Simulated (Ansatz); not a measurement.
CoSn3: anisotropy from total energies

Theory: DFT PBEsol, spin-orbit coupling, plane waves, PAW (Ansatz 0.2.0).

```
CELL_PARAMETERS angstrom
0.00000 3.47931 3.47931
3.47931 0.00000 3.47931
3.47931 3.47931 0.00000
ATOMIC_POSITIONS crystal
Sn 0.25000 0.25000 0.25000
Sn 0.75000 0.75000 0.75000
Sn 0.50000 0.50000 0.50000
Co 0.00000 0.00000 0.00000
```

```
plane-wave cutoff                               : 420 eV
Γ-centred k-mesh                                : 10×10×10
occupation rule                                 : Gaussian smearing, 0.1 eV
list of starting moments (μB, in atom order)    : 0 0 0 2
check for lower electronic states after the SCF : on
```

The moments start along each conventional axis in turn. Free energies count from the first axis and are rough on this mesh. The states are those that the runs reached from these starts; a lower one can exist.

| axis | Cartesian direction | ΔF (meV/cell) | site spin moments along the axis, as the non-collinear run integrates them (μB) |
| --- | --- | --- | --- |
| c | 0.000 0.000 1.000 | 0.000 | Co +0.94 |
| a+b+c | 0.577 0.577 0.577 | 0.001 | Co +0.94 |

Cost: 2 runs of about 13 core-minutes in all, on Arm Neoverse V2 (shared hosts).